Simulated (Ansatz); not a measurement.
LaGa6:
```yaml
crystal:
  lattice:
    - [6.08076, 0.00000, 0.00000]
    - [0.00000, 6.08076, 0.00000]
    - [0.00000, 0.00000, 7.68556]
  atoms:
    - { symbol: La, position: [0.00000, 0.50000, 0.00000] }
    - { symbol: La, position: [0.50000, 0.00000, 0.00000] }
    - { symbol: Ga, position: [0.50000, 0.50000, 0.16067] }
    - { symbol: Ga, position: [0.50000, 0.50000, 0.83933] }
    - { symbol: Ga, position: [0.00000, 0.00000, 0.83933] }
    - { symbol: Ga, position: [0.00000, 0.00000, 0.16067] }
    - { symbol: Ga, position: [0.23542, 0.73542, 0.34164] }
    - { symbol: Ga, position: [0.26458, 0.23542, 0.34164] }
    - { symbol: Ga, position: [0.76458, 0.26458, 0.34164] }
    - { symbol: Ga, position: [0.73542, 0.76458, 0.34164] }
    - { symbol: Ga, position: [0.23542, 0.26458, 0.65836] }
    - { symbol: Ga, position: [0.26458, 0.76458, 0.65836] }
    - { symbol: Ga, position: [0.76458, 0.73542, 0.65836] }
    - { symbol: Ga, position: [0.73542, 0.23542, 0.65836] }
```

Relaxed with r²SCAN. Special points in fractions of this cell's reciprocal vectors: Γ (0.000, 0.000, 0.000); X (0.000, 0.500, 0.000); M (0.500, 0.500, 0.000); Z (0.000, 0.000, 0.500); R (0.000, 0.500, 0.500); A (0.500, 0.500, 0.500).

Task: List the band energies nearest the Fermi level at these points for the program Ansatz at the r²SCAN level (PAW).

Result: In eV from the Fermi level; about four levels below and three above (degenerate sets whole), none deeper than 8.9 eV; points with the same levels are listed once.

```json
[
 {"k": "Γ", "below": "-1.32 -1.23 -0.86 -0.24", "above": "1.32 1.49 1.49"},
 {"k": "X", "below": "-1.64 -1.64 -0.88 -0.88", "above": "0.24 0.24 1.36 1.36"},
 {"k": "M", "below": "-2.17 -2.17 -0.55 -0.55", "above": "0.03 0.03 0.09 0.09"},
 {"k": "Z", "below": "-2.32 -2.32 -2.27 -1.46 -1.46", "above": "0.37 1.15 1.57 1.57"},
 {"k": "R", "below": "-0.60 -0.60 -0.48 -0.48", "above": "1.05 1.05 1.80 1.80"},
 {"k": "A", "below": "-1.24 -1.24 -0.74 -0.74", "above": "0.16 0.16 0.19 0.19"}
]
```

Space group P4/nbm. The workflow started from a Materials Project entry (that database holds measured and hypothetical structures alike); the Crystallography Open Database copy checked does not list it. Its standing as an ambient phase is unchecked. Symmetry was held in the r²SCAN relaxation; whether a distortion lowers the energy is not shown. Spin–orbit coupling is left out wherever it is not named.

Potentials: the later of the program's two PAW sets.
